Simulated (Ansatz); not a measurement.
Input, command and steps of an Ansatz relaxation.

```yaml
crystal:
  lattice:
    - [2.4385697033, 1.4079088746, 4.3699330659]
    - [-2.4385697033, 1.4079088746, 4.3699330659]
    - [0.0, -2.8158177492, 4.3699330659]
  atoms:
    - { symbol: Cr, position: [0.350687264, 0.350687264, 0.350687264], spin: 2.64 }
    - { symbol: Cr, position: [0.149312736, 0.149312736, 0.149312736], spin: 2.64 }
    - { symbol: Cr, position: [0.649312736, 0.649312736, 0.649312736], spin: 2.64 }
    - { symbol: Cr, position: [0.850687264, 0.850687264, 0.850687264], spin: 2.64 }
    - { symbol: O, position: [0.5517676678, 0.9482323322, 0.25] }
    - { symbol: O, position: [0.25, 0.5517676678, 0.9482323322] }
    - { symbol: O, position: [0.9482323322, 0.25, 0.5517676678] }
    - { symbol: O, position: [0.4482323322, 0.0517676678, 0.75] }
    - { symbol: O, position: [0.75, 0.4482323322, 0.0517676678] }
    - { symbol: O, position: [0.0517676678, 0.75, 0.4482323322] }
basis:
  ecutwfc: 420
kpoints:
  mp_grid: { grid: [12, 12, 12] }
hamiltonian:
  xc: pbesol
scf:
  occupations: { method: gaussian, width: 0.02 }
output:
  forces: true
  stress: true
  eigenvalues: true
  populations: true
magnetization:
  spin_polarized: true
relax:
  adjacent_minimum: "off"
  f_tol: 0.01
  max_steps: 30
  cell: { stress_tol: 0.1, fix: [volume] }
```

```bash
ansatz run input.yaml --threads 2 --pin off --max-ram 5120MiB --backend cpu --events-out ev --progress --plain --runs-dir out
```

Theory: DFT PBEsol, scalar-relativistic, plane waves, PAW (Ansatz).

The volume is held at 0.94 times that of the relaxed cell.

Of 5 frames 4 are shown, positions in Å and forces in eV/Å; the SCF threshold varies from step to step. Steps run on the plane waves of an earlier cell, with a Pulay correction in the pressure. The basis is chosen afresh for the last frame, the zero of the energies, and at times for earlier ones too; energy and pressure can step there, also at an unchanged geometry. Where two frames share a geometry here, they differ by under 2 meV/atom and 0.3 GPa.

```xyz
10
Lattice="2.4386 1.4079 4.3699 -2.4386 1.4079 4.3699 0.0000 -2.8158 4.3699" Properties=species:S:1:pos:R:3:forces:R:3 pbc="T T T" step=1 free_energy_over_end_meV_per_atom=0.20 pressure_GPa=17.14
Cr    0.0000    0.0000    4.5974    0.0000    0.0000    0.0920
Cr    0.0000    0.0000    1.9575    0.0000    0.0000   -0.0920
Cr    0.0000    0.0000    8.5124    0.0000    0.0000   -0.0920
Cr    0.0000    0.0000   11.1523    0.0000    0.0000    0.0920
O    -0.9668    1.4079    7.6474    0.0708    0.0000    0.0000
O    -0.7359   -1.5412    7.6474   -0.0354    0.0613    0.0000
O     1.7027    0.1333    7.6474   -0.0354   -0.0613    0.0000
O     0.9668   -1.4079    5.4624   -0.0708    0.0000    0.0000
O     0.7359    1.5412    5.4624    0.0354   -0.0613    0.0000
O    -1.7027   -0.1333    5.4624    0.0354    0.0613    0.0000
10
Lattice="2.4418 1.4098 4.3585 -2.4418 1.4098 4.3585 0.0000 -2.8195 4.3585" Properties=species:S:1:pos:R:3:forces:R:3 pbc="T T T" step=2 free_energy_over_end_meV_per_atom=0.05 pressure_GPa=17.01
Cr    0.0000    0.0000    4.5876    0.0000    0.0000    0.0757
Cr    0.0000    0.0000    1.9502    0.0000    0.0000   -0.0757
Cr    0.0000    0.0000    8.4879    0.0000    0.0000   -0.0757
Cr    0.0000    0.0000   11.1253    0.0000    0.0000    0.0757
O    -0.9671    1.4098    7.6274    0.0348    0.0000    0.0000
O    -0.7373   -1.5424    7.6274   -0.0174    0.0301    0.0000
O     1.7044    0.1326    7.6274   -0.0174   -0.0301    0.0000
O     0.9671   -1.4098    5.4481   -0.0348    0.0000    0.0000
O     0.7373    1.5424    5.4481    0.0174   -0.0301    0.0000
O    -1.7044   -0.1326    5.4481    0.0174    0.0301    0.0000
10
Lattice="2.4430 1.4105 4.3542 -2.4430 1.4105 4.3542 0.0000 -2.8209 4.3542" Properties=species:S:1:pos:R:3:forces:R:3 pbc="T T T" step=3 free_energy_over_end_meV_per_atom=0.00 pressure_GPa=16.91
Cr    0.0000    0.0000    4.5860    0.0000    0.0000    0.0108
Cr    0.0000    0.0000    1.9452    0.0000    0.0000   -0.0108
Cr    0.0000    0.0000    8.4765    0.0000    0.0000   -0.0108
Cr    0.0000    0.0000   11.1173    0.0000    0.0000    0.0108
O    -0.9671    1.4105    7.6198    0.0064    0.0000    0.0000
O    -0.7380   -1.5427    7.6198   -0.0032    0.0056    0.0000
O     1.7050    0.1323    7.6198   -0.0032   -0.0056    0.0000
O     0.9671   -1.4105    5.4427   -0.0064    0.0000    0.0000
O     0.7380    1.5427    5.4427    0.0032   -0.0056    0.0000
O    -1.7050   -0.1323    5.4427    0.0032    0.0056    0.0000
10
Lattice="2.4428 1.4104 4.3548 -2.4428 1.4104 4.3548 0.0000 -2.8207 4.3548" Properties=species:S:1:pos:R:3:forces:R:3 pbc="T T T" step=5 free_energy_over_end_meV_per_atom=0.00 pressure_GPa=16.91
Cr    0.0000    0.0000    4.5869    0.0000    0.0000    0.0000
Cr    0.0000    0.0000    1.9453    0.0000    0.0000    0.0000
Cr    0.0000    0.0000    8.4774    0.0000    0.0000    0.0000
Cr    0.0000    0.0000   11.1190    0.0000    0.0000    0.0000
O    -0.9668    1.4104    7.6208    0.0003    0.0000    0.0000
O    -0.7380   -1.5424    7.6208   -0.0001    0.0002    0.0000
O     1.7048    0.1321    7.6208   -0.0001   -0.0002    0.0000
O     0.9668   -1.4104    5.4435   -0.0003    0.0000    0.0000
O     0.7380    1.5424    5.4435    0.0001   -0.0002    0.0000
O    -1.7048   -0.1321    5.4435    0.0001    0.0002    0.0000
```

The run took 2.9 min on 2 threads of Intel(R) Xeon(R) 6975P-C (Granite Rapids) (shared host), peak memory 1.6 GiB.

The state reached may not be the lowest one. The program reads another magnetic order as possibly lower. Moments started parallel, and an antiferromagnetic order may lie lower.